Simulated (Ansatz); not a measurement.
Ti5Si:
Space group R32, hexagonal axes (No. 155); a = 4.914 Å, b = 4.914 Å, c = 13.099 Å, α = 90.00°, β = 90.00°, γ = 120.00°

```tsv
atom	site	symmetry	x	y	z
Ti	6c	3.	0.0000	0.0000	0.1511
Ti	9d	.2	0.0000	0.6045	0.0000
Si	3b	32	0.0000	0.0000	0.5000
```
(The calculation used a cell of 6 atoms; values per cell refer to that cell.)

Relaxed at zero pressure with plane-wave PAW LDA (Ansatz code).

Task: The volume is raised by 6 % and shape and atoms relax at that volume. What pressure results, and how do the axes share the change?

Result: -7.2 GPa; a 2.2 %, b 2.2 %, c 1.4 %; the energy rises by 21 meV/atom.

Task: Give the new structure.

Result: 
Space group R32, hexagonal axes (No. 155); a = b = 5.0237 Å, c = 13.2869 Å, α = β = 90.00°, γ = 120.00°

| atom | site | symmetry | x | y | z |
|---|---|---|---|---|---|
| Ti | 6c | 3. | 0.0000 | 0.0000 | 0.1514 |
| Ti | 9d | .2 | 0.0000 | 0.6030 | 0.0000 |
| Si | 3b | 32 | 0.0000 | 0.0000 | 0.5000 |

The phase is kept; no other phase was compared at this pressure.

The workflow started from a Materials Project entry (that database holds measured and hypothetical structures alike); the Crystallography Open Database copy checked does not list it. Whether it is the stable phase at ambient conditions was not checked. Symmetry was held in the LDA relaxation; of distortions, only those at the zone centre were tested. No spin polarisation was allowed.

Potentials: the later of the program's two PAW sets.
